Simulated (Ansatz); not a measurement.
GaPt3 (Cu3Au type, Pm-3m) at seven volumes, the program Ansatz at the LDA level (PAW), scaled uniformly. One row is withheld.

```json
[
 {"V (Å³/atom)": "13.123", "P (GPa)": "32.05"},
 {"V (Å³/atom)": "13.556", "P (GPa)": "19.32"},
 {"V (Å³/atom)": "13.989", "P (GPa)": "8.76"},
 {"V (Å³/atom)": "14.421", "P (GPa)": "0.00"},
 {"V (Å³/atom)": "14.854", "P (GPa)": "?"},
 {"V (Å³/atom)": "15.287", "P (GPa)": "-13.24"},
 {"V (Å³/atom)": "15.719", "P (GPa)": "-18.18"}
]
```

### Question
Fit the shown pressures and predict the withheld one.

### Answer
Third-order Birch–Murnaghan: P = (3/2)B₀(x^(7/2) − x^(5/2))[1 + (3/4)(B′ − 4)(x − 1)] with x = (V₀/V)^(2/3). Least squares on the six rows gives V₀ = 14.422 Å³/atom, B₀ = 264.9 GPa, B′ = 5.26. At V = 14.854, x = 0.9805 and P = -7.23 GPa. The run itself gave -7.25 GPa.

The first step of the workflow began from a Materials Project structure, measured or hypothetical; the Crystallography Open Database copy checked does not list it. COD files the formula under space group No. 127. Its standing as an ambient phase is unchecked. The cell was relaxed with LDA under the symmetry of its start; whether a distortion lowers the energy is not shown. No spin polarisation was allowed. Spin–orbit coupling is left out wherever it is not named.

Potentials: the later of the program's two PAW sets.
